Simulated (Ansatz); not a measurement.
With PBE in the plane-wave PAW code Ansatz, ScPd3N in the anti-perovskite structure (Pm-3m) relaxes to a = 4.203 Å. Sc has 12 nearest neighbours from 2.97 Å (cuboctahedral); N has 6 nearest neighbours from 2.10 Å (octahedral). Against the elements it lies at -0.20 eV/atom, with no fitted shifts.

Electronic character: metallic (no gap). Gap from PBE with spin–orbit coupling: none (metallic).

An equation-of-state fit gives a bulk modulus of 159 GPa.

The start of the workflow was typed in or built on a structure type; neither database checked (COD, Materials Project) lists it. Whether it is the stable phase at ambient conditions was not checked. Symmetry was held in the PBE relaxation; its stability against distortions is not shown here. No spin polarisation was allowed. The references are the lowest solids computed at this level, not always the standard phases (solids in place of the gases). Spin–orbit coupling is left out wherever it is not named.

Potentials: the later of the program's two PAW sets.
